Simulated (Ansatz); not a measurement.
Geometry optimisation in Ansatz: input, command and trajectory.

```yaml
crystal:
  lattice:
    - [2.8376241153, 0.0, 0.0]
    - [-1.4188120576, 2.4574545702, 0.0]
    - [0.0, 0.0, 4.7441584967]
  atoms:
    - { symbol: Au, position: [0.3333333333, 0.6666666667, 0.75] }
    - { symbol: Au, position: [0.6666666667, 0.3333333333, 0.25] }
basis:
  ecutwfc: 500
kpoints:
  mp_grid: { grid: [18, 18, 10] }
hamiltonian:
  xc: r2scan
scf:
  occupations: { method: gaussian, width: 0.1 }
output:
  forces: true
  stress: true
  eigenvalues: true
relax:
  adjacent_minimum: "off"
  f_tol: 0.01
  max_steps: 30
  cell: { stress_tol: 0.1, fix: [volume] }
```

```bash
ansatz run input.yaml --threads 1 --pin off --max-ram 2560MiB --backend cpu --events-out ev --progress --plain --runs-dir out
```

These are results of DFT r2SCAN, scalar-relativistic, plane waves, PAW in Ansatz, not measurements.

The volume is held at 0.94 times that of the relaxed cell.

Of 3 frames 3 are shown, positions in Å and forces in eV/Å; the SCF threshold varies from step to step. Steps run on the plane waves of an earlier cell, with a Pulay correction in the pressure. The basis is chosen afresh for the last frame, the zero of the energies, and at times for earlier ones too; energy and pressure step there, also at an unchanged geometry.

```xyz
2
Lattice="2.8376 0.0000 0.0000 -1.4188 2.4575 0.0000 0.0000 0.0000 4.7442" Properties=species:S:1:pos:R:3:forces:R:3 pbc="T T T" step=1 free_energy_over_end_meV_per_atom=0.04 pressure_GPa=11.01
Au    0.0000    1.6383    3.5581    0.0000    0.0000    0.0000
Au    1.4188    0.8192    1.1860    0.0000    0.0000    0.0000
2
Lattice="2.8402 0.0000 0.0000 -1.4201 2.4597 0.0000 0.0000 0.0000 4.7355" Properties=species:S:1:pos:R:3:forces:R:3 pbc="T T T" step=2 free_energy_over_end_meV_per_atom=0.00 pressure_GPa=10.99
Au    0.0000    1.6398    3.5516    0.0000    0.0000    0.0000
Au    1.4201    0.8199    1.1839    0.0000    0.0000    0.0000
2
Lattice="2.8402 0.0000 0.0000 -1.4201 2.4597 0.0000 0.0000 0.0000 4.7355" Properties=species:S:1:pos:R:3:forces:R:3 pbc="T T T" step=3 free_energy_over_end_meV_per_atom=0.00 pressure_GPa=10.99
Au    0.0000    1.6398    3.5516    0.0000    0.0000    0.0000
Au    1.4201    0.8199    1.1839    0.0000    0.0000    0.0000
```

It took 72 s on 1 thread of Intel(R) Xeon(R) Platinum 8259CL CPU @ 2.50GHz (Skylake/Cascade Lake) (shared host), peak memory 0.6 GiB.

Spin–orbit coupling is left out, which can shift energies with elements as heavy as these.